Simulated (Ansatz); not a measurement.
**Ti₃Br: rattling a relaxed structure**

The cell was found from a structure generator's guess, not taken from experiment.

Level of theory: DFT PBE, scalar-relativistic, plane waves, PAW (Ansatz 0.2.0). Cutoff 420 eV; k points 12×12×12 on the computed 4-atom cell (Γ-centred); Gaussian smearing, width 0.10 eV; collinear spin from starting moments -0.2 -0.2 -0.2 0.0 μB.

The cell below (4 atoms, space group Fm-3m (No. 225)) is relaxed within its symmetry.

```yaml
crystal:
  lattice:
    - [0.00000, 3.26661, 3.26661]
    - [3.26661, 0.00000, 3.26661]
    - [3.26661, 3.26661, 0.00000]
  atoms:
    - { symbol: Ti, position: [0.75000, 0.75000, 0.75000] }
    - { symbol: Ti, position: [0.25000, 0.25000, 0.25000] }
    - { symbol: Ti, position: [0.50000, 0.50000, 0.50000] }
    - { symbol: Br, position: [0.00000, 0.00000, 0.00000] }
```

For the test a repeat of it with 8 atoms (edges 4.62, 4.62, 8.00 Å) was strained at random (σ = 1.5 % a component), the atoms were moved at random (σ = 0.15 Å), and all was relaxed again on a coarse 6×6×6 mesh (in the run’s order of axes) with 0.20 eV smearing, with no symmetry imposed.

Q: What happens?

A: It doesn't return. The energy falls by 492 meV/atom on that mesh, the volume changes by -2.0 %, and the end has space group R3m (No. 160) at a loose tolerance. Relaxed again on an 18×18×18 mesh with 0.10 eV smearing, the new structure lies 492 meV/atom below the first (mesh in the axes of the run's cell; the cell below is made exact in the group named). Space group R3m (No. 160), trigonal, a = 8.546 Å, c = 3.239 Å. Ti has 2 Br at 2.59–2.63 Å, 4 Ti at 2.79 Å, 1 Br at 2.95 Å, 6 Ti at 3.24–3.36 Å and 2 Ti at 3.54 Å; Br is surrounded by 6 Ti at 2.59–2.63 Å, 3 Ti at 2.95 Å and 2 Br at 3.24 Å.

```
Ti Br
1.0
     4.27303    2.46704    1.07983
    -4.27303    2.46704    1.07983
     0.00000   -4.93407    1.07983
Ti Br
3 1
Direct
  0.36433 0.36433 0.77851
  0.36433 0.77851 0.36433
  0.77851 0.36433 0.36433
  0.99203 0.99203 0.99203
```
